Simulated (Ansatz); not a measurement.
Consider the following.

Mo$_{3}$S$_{4}$:
Space group R-3, hexagonal axes (No. 148); a = b = 9.1290 Å, c = 10.8599 Å, α = β = 90.00°, γ = 120.00°

```tsv
atom	site	symmetry	x	y	z
Mo	18f	1	0.0161	0.1785	0.3896
S	18f	1	0.0162	0.3798	0.2482
S	6c	3.	0.0000	0.0000	0.2208
```
(The calculation used a cell of 14 atoms; values per cell refer to that cell.)

This is the PBEsol-relaxed structure.

Problem. All from DFT-PBEsol in the program Ansatz with PAW potentials, unless another level is named. Estimate the highest zone-centre frequency.

Solution. 410 cm⁻¹.

Problem. Next, the bulk modulus (Birch–Murnaghan fit)?

Solution. 760 kbar.

The workflow started from a Materials Project entry (that database holds measured and hypothetical structures alike); the Crystallography Open Database files this formula in space group No. 148, but the cells were not matched. Whether it is the stable phase at ambient conditions was not checked. The cell was relaxed with PBEsol under the symmetry of its start; whether a distortion lowers the energy is not shown. No spin polarisation was allowed. As this level gives no gap, phonon frequencies hold no LO–TO term and depend on the k-mesh and smearing (Fermi–Dirac, 0.1 eV here).

Potentials: the later of the program's two PAW sets.
